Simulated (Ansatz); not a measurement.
One crystal and one scan (energy over volume and axial ratio) at two levels, r2SCAN (plane waves to 500 eV, PAW, scalar-relativistic; Ansatz, a program for electronic structure) and PBE (plane waves to 420 eV, PAW, scalar-relativistic; Ansatz), each from its own relaxed cell and on its own mesh. The cell shown is that of r2SCAN.

CdSe (wurtzite)

```
CELL_PARAMETERS angstrom
      4.33999     0.00000     0.00000
     -2.17000     3.75854     0.00000
      0.00000     0.00000     7.07803
ATOMIC_POSITIONS crystal
  Cd 0.66667 0.33333 0.00056
  Cd 0.33333 0.66667 0.50056
  Se 0.66667 0.33333 0.62464
  Se 0.33333 0.66667 0.12464
```

Two coordinates are scanned: the volume, and the ratio of the stretch along z (the conventional c axis) to the stretch across it. Atoms keep their fractional coordinates.

The energy includes the smearing's −TS. CdSe was relaxed with its symmetry unable to fall. As the atoms are clamped, bonds stretch with the cell, which overstates energies and stresses. Percentages come from the unrounded values. Both scans cover V/V₀ from 0.960 to 1.040 and (c/a)/(c/a)₀ from 0.920 to 1.080.

Results of r2SCAN:

```
Quantity                                                                                      Result
--------------------------------------------------------------------------------------------  ------
Lattice constant a (Å)                                                                         4.340
Lattice constant c (Å)                                                                         7.078
Relaxed volume (Å³/atom)                                                                       28.86
Modulus against c/a change at fixed volume, (3/4V)·∂²E/∂(ln c/a)² (fit, atoms clamped) (GPa)      44
```

Estimate the PBE values.


| quantity | PBE | r2SCAN − PBE |
|---|---|---|
| Lattice constant a (Å) | 4.383 | -0.043 (-1.0 %) |
| Lattice constant c (Å) | 7.154 | -0.076 (-1.1 %) |
| Relaxed volume (Å³/atom) | 29.75 | -0.89 (-3.0 %) |
| Modulus against c/a change at fixed volume, (3/4V)·∂²E/∂(ln c/a)² (fit, atoms clamped) (GPa) | 38 | +6 (+15 %) |

r2SCAN gives the higher value for: modulus against c/a change at fixed volume. r2SCAN gives the lower value for: lattice constant a; lattice constant c; relaxed volume. Neither level is exact: the differences show how much the result hangs on the functional.

(A scan under strain: stresses follow from slopes of the energy per volume, elastic moduli from its curvatures.)
